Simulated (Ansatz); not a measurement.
Au (fcc, Cu type)

```
Au
1.0
    0.00000     4.15726     4.15726
    2.07863     2.07863     4.15726
    2.07863     2.07863     0.00000
Au
2
Direct
  0.00000   0.00000   0.00000
  0.50000   0.00000   0.00000
```

A phonon eigenvector at X = (0.5, 0.5, 0.0) is frozen into this cell: atom i moves by Q times the vector below, so Q is the largest atomic displacement, in Å. The cell is held. (q is in reciprocal vectors of the primitive cell; the cell shown is doubled to hold the pattern.)

```json
[
 {"atom": "Au1", "x": "0.000", "y": "0.000", "z": "-1.000"},
 {"atom": "Au2", "x": "0.000", "y": "0.000", "z": "1.000"}
]
```

Computed with PBE (plane waves to 420 eV, PAW, scalar-relativistic; Ansatz, a program for electronic structure). k mesh 19×19×19 (Γ-centred), Fermi-Dirac smearing 0.05 eV. E stands for the smeared free energy. With partly filled bands, energies and forces of such displacements shift with the k mesh and the smearing. Au was relaxed with its symmetry unable to fall. Spin-orbit coupling is left out, though Au is heavy. The PAW data are Ansatz's earlier set. ΔE is measured from the undisplaced structure. The last digit holds for this mesh only.

| Q (Å) | ΔE (meV/cell) |
|---|---|
| -0.2800 | 1174.2 |
| -0.2333 | 785.3 |
| -0.1867 | withheld |
| -0.1400 | 265.0 |
| -0.0933 | 115.2 |
| -0.0467 | 28.5 |
| 0.0000 | 0.0 |
| 0.0467 | 28.5 |
| 0.0933 | 115.2 |
| 0.1400 | 265.0 |
| 0.1867 | withheld |
| 0.2333 | 785.3 |
| 0.2800 | 1174.2 |

Q: Fit an even polynomial form (powers 2, 4, 6) to the given rows and predict ΔE at Q = 0.1867.

A: Least squares on the 11 given rows: ΔE = (12960)·Q² + (29610)·Q⁴ + (-50330)·Q⁶, in meV/cell with Q in Å; root-mean-square residual 0.23 meV/cell. At 0.1867 the fit gives 485.6 meV/cell; the calculation gives 485.5 meV/cell, so the interpolation is off by 0.1 (+0.0 %). The quadratic term alone would give 451.7 meV/cell.

(For displaced atoms, the force is minus the slope of the energy, and its curvature is a force constant, which sets phonon frequencies.)
